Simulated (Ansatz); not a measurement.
Al (diamond type), DFT, LDA, all-electron LAPW, scalar-relativistic (Ansatz 0.2.0), on 1 thread of Arm Neoverse V1 (shared host).

Command: `ansatz run input.yaml --threads 1 --pin off --max-ram 2048MiB --backend cpu --events-out ev --progress --plain --runs-dir out`

```yaml
crystal:
  lattice:
    - [0.0, 2.9762587008, 2.9762587008]
    - [2.9762587008, 0.0, 2.9762587008]
    - [2.9762587008, 2.9762587008, 0.0]
  atoms:
    - { symbol: Al, position: [-0.125, -0.125, -0.125] }
    - { symbol: Al, position: [0.125, 0.125, 0.125] }
kpoints:
  mp_grid: { grid: [12, 12, 12] }
  band_path:
    path:
      - [0.0, 0.0, 0.0]
      - [0.5, 0.0, 0.5]
      - [0.625, 0.25, 0.625]
      - [0.375, 0.375, 0.75]
      - [0.0, 0.0, 0.0]
      - [0.5, 0.5, 0.5]
      - [0.5, 0.25, 0.75]
      - [0.5, 0.0, 0.5]
    npoints: 14
scf:
  occupations: { method: fermi_dirac, width: 0.08 }
hamiltonian:
  xc: lda
  pseudopotentials: { kind: all_electron, lapw: { basis_error: 0.001 } }
output:
  forces: true
  stress: true
  eigenvalues: true
  populations: true
  dos: { projected: true, de: 0.2, e_range: [-14, 8] }
```

(1) How large is the problem that the program sets up?

(2) About how long does it take?

Answers

(1) 72 irreducible k-points, 283 plane waves at Γ, 15 bands.

(2) 12 s of wall time for 7 SCF iterations. Times on shared machines scatter by tens of per cent.
